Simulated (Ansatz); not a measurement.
CuI:
```cif
data_Cu2I2
_chemical_formula_sum 'Cu2 I2'
_space_group_name_H-M_alt 'P 1'
_space_group_IT_number 1
_cell_length_a 4.07025
_cell_length_b 4.07025
_cell_length_c 6.40496
_cell_angle_alpha 90.000
_cell_angle_beta 90.000
_cell_angle_gamma 90.000
loop_
_space_group_symop_operation_xyz
  'x, y, z'
loop_
_atom_site_label
_atom_site_type_symbol
_atom_site_fract_x
_atom_site_fract_y
_atom_site_fract_z
_atom_site_occupancy
Cu1 Cu 0.50000 0.50000 0.00000 1
Cu2 Cu 0.00000 0.00000 0.00000 1
I1 I 0.50000 0.00000 0.26355 1
I2 I 0.00000 0.50000 0.73645 1
```

Relaxed with r²SCAN+D4.

**Question.** Which orbitals make up the states near the band edges in the program Ansatz at the r²SCAN+D4 level (PAW)?

**Answer.** Top 1 eV of the valence band: Cu 3d 63 %, I 5p 35 %. Bottom 1 eV of the conduction band: Cu 4s 55 %, I 5p 23 %, I 5s 7 %, outside the projected shells 14 %. Projections are on Löwdin-orthogonalised atomic valence shells; empty p or d shells of many metals are not among them.

**Question.** Tabulate the density of states.

**Answer.** States/eV per cell of 4 atoms, in 0.25 eV bins, energy from the valence-band maximum.

```csv
E (eV),total,Cu 3d,I 5p,Cu 4s
-7.85,0.00,0.00,0.00,0.00
-7.60,0.00,0.00,0.00,0.00
-7.35,0.00,0.00,0.00,0.00
-7.10,0.00,0.00,0.00,0.00
-6.85,0.00,0.00,0.00,0.00
-6.60,0.00,0.00,0.00,0.00
-6.35,0.00,0.00,0.00,0.00
-6.10,0.04,0.00,0.03,0.01
-5.85,0.85,0.04,0.60,0.16
-5.60,6.60,0.45,4.35,1.50
-5.35,4.39,0.32,2.91,0.97
-5.10,1.38,0.13,1.00,0.22
-4.85,1.20,0.19,0.87,0.12
-4.60,3.10,0.62,2.29,0.13
-4.35,4.03,0.78,3.00,0.16
-4.10,5.42,1.43,3.75,0.11
-3.85,11.90,3.81,7.75,0.07
-3.60,6.87,2.33,4.35,0.04
-3.35,2.22,0.61,1.54,0.00
-3.10,0.00,0.00,0.00,0.00
-2.85,0.00,0.00,0.00,0.00
-2.60,2.17,2.15,0.01,0.00
-2.35,6.69,6.47,0.16,0.01
-2.10,17.19,16.31,0.57,0.03
-1.85,15.02,14.62,0.25,0.04
-1.60,7.95,7.50,0.38,0.02
-1.35,3.67,2.93,0.65,0.03
-1.10,10.47,7.97,2.21,0.12
-0.85,7.64,5.28,2.15,0.06
-0.60,4.84,2.87,1.87,0.02
-0.35,3.76,1.90,1.81,0.01
-0.10,0.60,0.28,0.32,0.00
0.15,0.00,0.00,0.00,0.00
0.40,0.00,0.00,0.00,0.00
0.65,0.00,0.00,0.00,0.00
0.90,0.00,0.00,0.00,0.00
1.15,0.00,0.00,0.00,0.00
1.40,0.00,0.00,0.00,0.00
1.65,0.00,0.00,0.00,0.00
1.90,0.00,0.00,0.00,0.00
2.15,0.00,0.00,0.00,0.00
2.40,0.05,0.00,0.01,0.03
2.65,0.18,0.00,0.04,0.10
2.90,0.84,0.01,0.19,0.47
3.15,2.24,0.05,0.47,1.09
3.40,3.88,0.08,0.78,1.74
3.65,4.39,0.09,0.84,1.99
3.90,4.29,0.08,0.79,2.06
4.15,2.25,0.04,0.36,0.78
4.40,2.01,0.03,0.22,0.42
4.65,3.09,0.04,0.25,0.39
4.90,2.02,0.02,0.11,0.14
5.15,1.41,0.01,0.05,0.06
5.40,1.70,0.01,0.05,0.03
5.65,2.44,0.01,0.07,0.04
5.90,2.74,0.02,0.06,0.04
6.15,2.24,0.01,0.04,0.04
6.40,2.97,0.02,0.04,0.05
6.65,2.79,0.01,0.03,0.05
6.90,2.77,0.01,0.03,0.06
```

Space group P4/nmm. The first step of the workflow began from a Materials Project structure, measured or hypothetical; the Crystallography Open Database copy checked does not list it. It is not the phase usual at ambient conditions (space group No. 216). Symmetry was held in the r²SCAN+D4 relaxation; its stability against distortions is not shown here. The run is not spin-polarised. Scalar-relativistic: spin–orbit coupling is off unless named, which matters more the heavier the elements.

Potentials: the later of the program's two PAW sets.
